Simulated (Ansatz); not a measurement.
**LiAl₂BrO₆: reading a single point**

```
CELL_PARAMETERS angstrom
5.21710 0.00000 0.00000
-2.60855 4.51814 0.00000
0.00000 0.00000 7.32096
ATOMIC_POSITIONS crystal
Li 0.00000 0.00000 0.00000
Al 0.33330 0.66670 0.00000
Al 0.66670 0.33330 0.00000
O 0.00000 0.63615 0.13340
O 0.36385 0.36385 0.13340
O 0.63615 0.00000 0.13340
O 0.36385 0.00000 0.86660
O 0.63615 0.63615 0.86660
O 0.00000 0.36385 0.86660
Br 0.00000 0.00000 0.50000
```

The numbers come from plane-wave PAW DFT (Ansatz): PBE, no spin polarisation, 420 eV, 8×8×5 Γ-centred k points, gaussian occupations (width 0.0214 eV). Nothing was relaxed.

(1) Where is the largest force?

(2) What is the formation energy?

(3) Metal or insulator?

(4) Is the cell too large or too small?

(5) Give the Bader charges.

Origin: a known structure type with other elements, at an estimated volume, so it need not be a known compound. Caveats: many states at the Fermi level without spin polarisation, so a magnetic state may lie lower.

## Answers

(1) The largest is on O4 (and as large on other atoms): 1.32 eV/Å, components (0.25, -0.43, -1.22). It makes 53° with the line to a nearest neighbour, Al2 at 1.93 Å.

(2) -0.95 eV an atom against the elements' usual phases (free molecules for gases, crystals otherwise, with no correction for O₂ or N₂), so it is bound against them; other compounds may still compete. Relaxing would lower it.

(3) It is a metal on this mesh, though the bands barely overlap, with about 19 states/eV a cell as the mean within 0.25 eV of the Fermi level, mostly O p (86 %) and Br p (13 %).

(4) The pressure is -6.4 GPa (compression positive), so with the atoms held at these fractions the cell would first shrink; the forces are large, so a full relaxation may end otherwise. The principal stresses -12.4, -3.4, -3.4 GPa differ, so its shape would change too.

(5) Bader charges in e: Li +0.89, Al +2.53, Br +0.21, O -1.03. In the mean Al gives up most and O takes most.
